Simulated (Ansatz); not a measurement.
AlP:
```
CELL_PARAMETERS angstrom
     -1.76861     1.77312     2.50420
      1.76861    -1.77312     2.50420
      1.76861     1.77312    -2.50420
ATOMIC_POSITIONS crystal
  Al 0.50000 0.50000 0.00000
  P  0.00000 0.00000 0.00000
```

Relaxed with PBE+D3(BJ). Special points in fractions of this cell's reciprocal vectors: Γ (0.000, 0.000, 0.000); X (0.500, 0.500, -0.500); F2 (0.375, 0.625, -0.375); Σ0 (-0.375, 0.375, 0.375); Y0 (0.375, -0.375, 0.375); U0 (0.625, 0.375, -0.375); R (0.000, 0.500, 0.000); W (0.250, 0.250, 0.250); S (0.500, 0.000, 0.000); T (0.000, 0.000, 0.500).

**Question.** List the band energies nearest the Fermi level at these points for plane-wave PAW PBE+D3(BJ) (Ansatz code).

**Answer.** In eV from the Fermi level; about four levels below and three above (degenerate sets whole), none deeper than 8.9 eV; points with the same levels are listed once.

```tsv
k	below	above
Γ	–	0.21 0.23 0.25
X	-6.31 -2.79 -2.74 -1.48	1.91 10.74 12.13
F2	-5.68 -5.62 -2.21	0.39 5.30 7.17
Y0	-5.69 -5.62 -2.18	0.42 5.21 7.21
R	-7.64 -0.47 -0.46	3.23 3.25 3.43
W	-5.08 -5.07 -4.89	3.16 5.01 6.86 6.86
S	-7.65 -0.45 -0.44	3.26 3.27 3.46
T	-6.31 -2.76 -2.76 -1.48	1.91 10.74 12.13 12.14
```

Space group Fm-3m (rock salt). The start of the workflow was typed in or built on a structure type; neither database checked (COD, Materials Project) lists it. It is not the phase usual at ambient conditions (space group No. 216). Symmetry was held in the PBE+D3(BJ) relaxation; its stability against distortions is not shown here. Point labels and valley counts follow the cell and symmetry of the run, lower than the named group.

Potentials: the later of the program's two PAW sets.
